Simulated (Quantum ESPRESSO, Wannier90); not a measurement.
# Tight-binding from DFT: GeF4 (I-43m)

```
begin unit_cell_cart
ang
   -2.6560000000    2.6560000000    2.6560000000
    2.6560000000   -2.6560000000    2.6560000000
    2.6560000000    2.6560000000   -2.6560000000
end unit_cell_cart
begin atoms_frac
Ge   0.0000000000  0.0000000000  0.0000000000
F    0.0000000000 -0.3694200000  0.0000000000
F    0.3694200000  0.3694200000  0.3694200000
F   -0.3694200000  0.0000000000  0.0000000000
F    0.0000000000  0.0000000000 -0.3694200000
end atoms_frac
```

Structure: Materials Project mp-9816, symmetrised, not relaxed again. COD (Crystallography Open Database) has an entry of this formula and space group (matched by these alone). Method: PBEsol plane waves in Quantum ESPRESSO 7.5 (PseudoDojo norm-conserving files, 68 Ry, spinors with spin-orbit coupling), Bloch states on a 6×6×6 mesh through Γ, Wannier90 4.0.1. Density: 8×8×8 mesh, cold smearing 0.01 Ry.

A tight-binding model is made by disentanglement and projection with no localisation steps (num_iter = 0), so the 40 orbitals stay atom-like: hydrogen-like Ge: s;p; F: s;p, axes along x, y, z; frozen window up to 10.30 eV relative to the valence-band maximum. It follows pw.x to 0.6 meV rms for states up to 6.3 eV relative to the valence-band maximum. Matrix elements depend on this choice of orbitals and windows.

**Question.** What are the on-site energies relative to the valence-band maximum, and how fast do the hoppings decay?

**Answer.** 
```json
[
 {"atom": "Ge1", "orbitals": "s↑ s↓", "energy (eV)": "4.14"},
 {"atom": "Ge1", "orbitals": "pz↑ pz↓ px↑ px↓ py↑ py↓", "energy (eV)": "10.02"},
 {"atom": "F2", "orbitals": "s↑ s↓", "energy (eV)": "-19.01"},
 {"atom": "F2", "orbitals": "pz↑ pz↓ px↑ px↓ py↑ py↓", "energy (eV)": "-1.31"},
 {"atom": "F3", "orbitals": "s↑ s↓", "energy (eV)": "-19.01"},
 {"atom": "F3", "orbitals": "pz↑ pz↓ px↑ px↓ py↑ py↓", "energy (eV)": "-1.31"},
 {"atom": "F4", "orbitals": "s↑ s↓", "energy (eV)": "-19.01"},
 {"atom": "F4", "orbitals": "pz↑ pz↓ px↑ px↓ py↑ py↓", "energy (eV)": "-1.31"},
 {"atom": "F5", "orbitals": "s↑ s↓", "energy (eV)": "-19.01"},
 {"atom": "F5", "orbitals": "pz↑ pz↓ px↑ px↓ py↑ py↓", "energy (eV)": "-1.31"}
]
```

| distance of the centres (Å) | largest modulus (eV) |
|---|---|
| 1–2 | 1.9 |
| 2–3 | 0.41 |
| 3–4 | 0.48 |
| 4–5 | 0.18 |
| 5–6 | 0.057 |
| 6–7 | 0.033 |
| 7–8 | 0.015 |
| 8–9 | 0.0062 |
| 9–10 | 0.0038 |
| 10–11 | 0.0016 |

Effective spin-orbit constants λ of λ L·S, from the same-site elements px↑–py↑ (λ/2) and dx2-y2↑–dxy↑ (λ), where they are among the larger elements: F2 p 0.037 eV, F3 p 0.037 eV, F4 p 0.037 eV, F5 p 0.037 eV.
